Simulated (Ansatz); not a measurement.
## Band structure of HfC

```xyz
2
Lattice="0.0000 2.3171 2.3171 2.3171 0.0000 2.3171 2.3171 2.3171 0.0000" Properties=species:S:1:pos:R:3 pbc="T T T"
Hf    0.0000    0.0000    0.0000
C     2.3171    2.3171    2.3171
```

Atoms are numbered in the order listed.

Structure from Materials Project entry mp-21075 (possibly hypothetical), not relaxed further.

No spin–orbit coupling, which matters for the heavy atoms here.

All numbers below come from DFT, LDA, all-electron LAPW, scalar-relativistic in Ansatz 0.2.0.

Settings: a Γ-centred 14×14×14 k mesh, Fermi–Dirac smearing of 0.05 eV, basis error target 0.5 meV/atom, no spin polarisation.

Points in fractions of the reciprocal vectors of this cell: Γ (0, 0, 0), X (0.5, 0, 0.5), U (0.625, 0.25, 0.625), K (0.375, 0.375, 0.75), L (0.5, 0.5, 0.5), W (0.5, 0.25, 0.75). The path joins them by straight lines in the order Γ–X–U–K–Γ–L–W–X; legs that retrace an earlier one aren't tabulated. Energies are in eV from the Fermi level.

Task: List the levels at L between -20 and 3 eV.

Result: -11.14, -11.02 (×2), -11.01, -10.97 (×2), -10.96, -8.20, -6.20, -3.04 (×2).

Task: List the levels at K between -20 and 3 eV.

Result: -11.07, -11.02, -11.01, -11.00, -11.00, -10.98, -10.98, -9.54, -3.52, -2.69, -1.63, 1.56.

Task: List the levels at W between -20 and 3 eV.

Result: -11.05, -11.02, -11.01 (×2), -10.99, -10.99 (×2), -9.44, -2.99, -2.69 (×2).

Task: What is the band gap?

Result: none: bands cross the Fermi level, a metal.
